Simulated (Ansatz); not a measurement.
## What DFT gives for Lu2Be

```
CELL_PARAMETERS angstrom
0.00000 2.92291 0.00000
2.92291 0.00000 0.00000
1.46146 1.46146 -6.84563
ATOMIC_POSITIONS crystal
Lu 0.32400 0.32400 0.35200
Lu 0.67600 0.67600 0.64800
Be 0.00000 0.00000 0.00000
```

Method: PBE, no spin polarisation; PAW, plane waves to 420 eV, 12×12×12 Γ-centred mesh, fermi-dirac occupations (width 0.1 eV) (Ansatz 0.2.0), atoms fixed.

**Forces.** The largest is on Lu1 (and as large on other atoms): 4.47 eV/Å, components (0.00, 0.00, 4.47). It makes 134° with the line to a nearest neighbour, Lu2 at 2.89 Å, pointing away from it.
**Formation energy.** 0.88 eV an atom against the elements' usual phases (free molecules for gases, crystals otherwise, with no correction for O₂ or N₂), so at this geometry it isn't bound against them. Relaxing would lower it.
**Stress.** The pressure is 15.2 GPa (compression positive), so with the atoms held at these fractions the cell would first expand; the forces are large, so a full relaxation may end otherwise. The principal stresses 8.5, 18.5, 18.5 GPa differ, so its shape would change too.
**Electronic structure.** It is a metal, with about 3 states/eV a cell as the mean within 0.25 eV of the Fermi level, mostly Lu d (75 %).
**Contacts.** Lu–Lu at 2.89 Å: least valence density 0.25 e/Å³ and ELF 0.17 there. Be–Be at 2.92 Å: least valence density 0.12 e/Å³ and ELF 0.66 there. Lu–Be at 3.17 Å: least valence density 0.12 e/Å³ and ELF 0.33 there. Both are smooth PAW fields, read partly inside the augmentation spheres.

Origin: a known structure type with other elements, at an estimated volume, so it need not be a known compound. Caveats: atoms or cell far from equilibrium.
